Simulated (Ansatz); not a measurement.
**Relaxing a structure of Rh**

The start is a generated cell, Rh placed in the fcc structure type. The structure is fully relaxed (lattice and positions, P = 0) with r2SCAN (plane waves to 500 eV, PAW, scalar-relativistic; Ansatz, a program for electronic structure). The first steps use a coarse 15×15×15 k-mesh.

Starting cell:
```yaml
crystal:
  lattice:
    - [0.00000, 1.90000, 1.90000]
    - [1.90000, 0.00000, 1.90000]
    - [1.90000, 1.90000, 0.00000]
  atoms:
    - { symbol: Rh, position: [0.00000, 0.00000, 0.00000] }
```

```yaml
outcome: The space group stays Fm-3m (No. 225) (the run could not lower it); the end is fcc (Cu type), with 1 atom in the primitive cell
energy_released: under 0.01 eV/atom
Shortest distances (start → end): "The closest pairs of elements (up to four, under 3.6 Å), start → end: Rh–Rh 2.69 → 2.69 Å"
band_gap_at_the_end: zero (metallic)
optimiser_moves: 2
```

Relaxed structure:

```cif
data_Rh4
_chemical_formula_sum 'Rh4'
_space_group_name_H-M_alt 'Fm-3m'
_space_group_IT_number 225
_space_group_name_Hall '-F 4 2 3'
_cell_length_a 3.80012
_cell_length_b 3.80012
_cell_length_c 3.80012
_cell_angle_alpha 90.000
_cell_angle_beta 90.000
_cell_angle_gamma 90.000
loop_
_atom_site_label
_atom_site_type_symbol
_atom_site_symmetry_multiplicity
_atom_site_Wyckoff_symbol
_atom_site_fract_x
_atom_site_fract_y
_atom_site_fract_z
_atom_site_occupancy
Rh1 Rh 4 a 0.00000 0.00000 0.00000 1
```
(The calculation used a cell of 1 atom; values per cell refer to that cell.)

Final values are on a 21×21×21 k-mesh of the relaxed cell. No spin polarisation in the result.

The run could not lose the symmetry of its start.
